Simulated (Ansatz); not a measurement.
# Hf5Te3: reading a single point

```xyz
16
Lattice="4.3158 7.4752 0.0000 -4.3158 7.4752 0.0000 0.0000 0.0000 6.1544" Properties=species:S:1:pos:R:3 pbc="T T T"
Hf   -0.0004    4.9837    0.0000
Hf   -0.0004    9.9667    3.0772
Hf    0.0004    9.9667    0.0000
Hf    0.0004    4.9837    3.0772
Te    0.9495    7.4752    1.5386
Te    2.6326    4.5599    4.6158
Te   -2.6326    4.5599    1.5386
Te   -0.9495    7.4752    4.6158
Te    1.6832    2.9153    1.5386
Te   -1.6832    2.9153    4.6158
Hf   -2.1579    7.4752    1.5386
Hf    1.0790    1.8688    4.6158
Hf   -1.0790    1.8688    1.5386
Hf    2.1579    7.4752    4.6158
Hf    3.2369    5.6064    1.5386
Hf   -3.2369    5.6064    4.6158
```

The numbers come from plane-wave PAW DFT (Ansatz): r2SCAN, no spin polarisation, 500 eV, 4×4×4 Γ-centred k points, gaussian occupations (width 0.012 eV). Nothing was relaxed.

Contacts: Te–Hf at 2.95 Å: least valence density 0.24 e/Å³ and ELF 0.15 there. Hf–Hf at 3.08 Å: least valence density 0.27 e/Å³ and ELF 0.49 there. Both are smooth PAW fields, read partly inside the augmentation spheres.
Stress: The pressure is -12.1 GPa (compression positive), so with the atoms held at these fractions the cell would first shrink. The principal stresses -14.5, -10.9, -10.9 GPa differ, so its shape would change too.
Charges: Bader charges in e: Hf +0.94 to +1.01, Te -1.64. In the mean Hf gives up most and Te takes most.
Formation energy: -0.13 eV an atom against the elements' usual phases (free molecules for gases, crystals otherwise, with no correction for O₂ or N₂), so it is bound against them; other compounds may still compete. Relaxing would lower it.
At the Fermi level: It is a metal, with about 13 states/eV a cell as the mean within 0.25 eV of the Fermi level, mostly Hf d (80 %).
Forces: The largest is on Hf13 (and as large on other atoms): 0.19 eV/Å, components (-0.09, 0.16, 0.00). It makes 99° with the line to a nearest neighbour, Te5 at 2.95 Å.

Origin: a known structure type with other elements, at an estimated volume, so it need not be a known compound.
